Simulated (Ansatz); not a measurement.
The calculation used Ansatz, DFT PBE, scalar-relativistic, plane waves, PAW. All cells share a 420 eV cutoff and Γ-centred k meshes spaced at most about 0.3 Å⁻¹ (about 0.25 or finer for metals, 2π included). No spin polarisation in the final relaxations.

All energies are static (0 K, no zero-point motion).

Two forms of ZrW were relaxed alike.

A.

Space group Cmmm (No. 65). a = 3.309 Å, b = 4.745 Å, c = 4.737 Å, α = 90.00°, β = 90.00°, γ = 90.00°
| atom | site | symmetry | x | y | z |
| --- | --- | --- | --- | --- | --- |
| Zr | 2d | mmm | 0.0000 | 0.0000 | 0.5000 |
| W | 2b | mmm | 0.5000 | 0.0000 | 0.0000 |

B.

Space group P-6m2 (No. 187). a = 2.876 Å, b = 2.876 Å, c = 5.302 Å, α = 90.00°, β = 90.00°, γ = 120.00°
| atom | site | symmetry | x | y | z |
| --- | --- | --- | --- | --- | --- |
| Zr | 1a | -6m2 | 0.0000 | 0.0000 | 0.0000 |
| W | 1d | -6m2 | 0.3333 | 0.6667 | 0.5000 |

**Question.** Which would you expect to be lower, and how large is the difference?

**Answer.** A is lower, by 273 meV/atom. A has space group Cmmm (No. 65), 18.6 Å³/atom and no gap on its mesh; B has space group P-6m2 (No. 187), 19.0 Å³/atom and no gap. Counting all near atoms (those within 1.25 times the shortest distance at each site; a plus sign parts nearer from farther groups), A has Zr 8+6, W 8+6 and B has Zr 12, W 12. Even the lower one lies +0.20 eV/atom against the reference forms of the elements (uncorrected), so neither is stable at this level. In A, around Zr lie 4 W at 2.89 Å, 4 Zr at 2.89 Å, 2 Zr at 3.31 Å and 4 W at 3.35 Å; W has 4 Zr at 2.89 Å, 4 W at 2.89 Å, 2 W at 3.31 Å and 4 Zr at 3.35 Å. In B, Zr has 6 Zr at 2.88 Å and 6 W at 3.13 Å; W is surrounded by 6 W at 2.88 Å and 6 Zr at 3.13 Å. Both come from invented guesses.

Spin–orbit coupling, which can matter for W, is left out. Cells relaxed within their symmetry can be saddle points. The Cmmm cell of ZrW came from shaking the P-6m2 one.
